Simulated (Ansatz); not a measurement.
**Ta2O5: energy along a strain**

Ta2O5, I4/mmm, a = 5.247 Å, c = 9.551 Å. The structure is a Materials Project entry; whether it is the stable form wasn't checked. Ansatz: r2SCAN, PAW, 500 eV, Γ-centred 8×8×8 mesh on 7 atoms, Gaussian smearing 0.05 eV; no spin polarisation. Cell vectors (Å): -2.624 2.624 4.776; 2.624 -2.624 4.776; 2.624 2.624 -4.776. The cell is strained by x per cent times the pattern (1 1 0 0 0 0) in the order xx yy zz yz xz xy (engineering shears), with fractional coordinates held. y is the free energy over the start, V0 = 18.784 Å³/atom. Points with a strain past 8.5 % were computed too (3) and aren't used here.

| x (%) | y (meV/atom) |
| --- | --- |
| -7.50 | 417.21 |
| -5.00 | ? |
| -2.50 | 39.99 |
| 0.00 | 0.00 |
| 2.50 | 34.81 |
| 5.00 | 129.69 |
| 7.50 | 272.21 |

Fit y = c2 x² + c3 x³ to the other rows, get the stiffness along the pattern, and predict the missing energy.

Least squares on the rows shown. y = 6.1196 x² − 0.17245 x³. The clamped-ion stiffness p·C·p = 2 × 61.20 eV × 160.2 / 18.784 Å³ = 1044 GPa. At x = -5.00 the fit asked for gives 174.55 meV/atom. The run gave 172.19 meV/atom, so the fit is 2.36 meV/atom too high, 0.57 % of the span of the series, against an rms of 1.01 meV/atom on the fitted rows. With a term in x⁴ added, a fit to the same known rows predicts 172.59 meV/atom, so most of the miss is curvature that the known rows already hold.

Spin–orbit coupling is left out, which can shift energies with elements as heavy as these.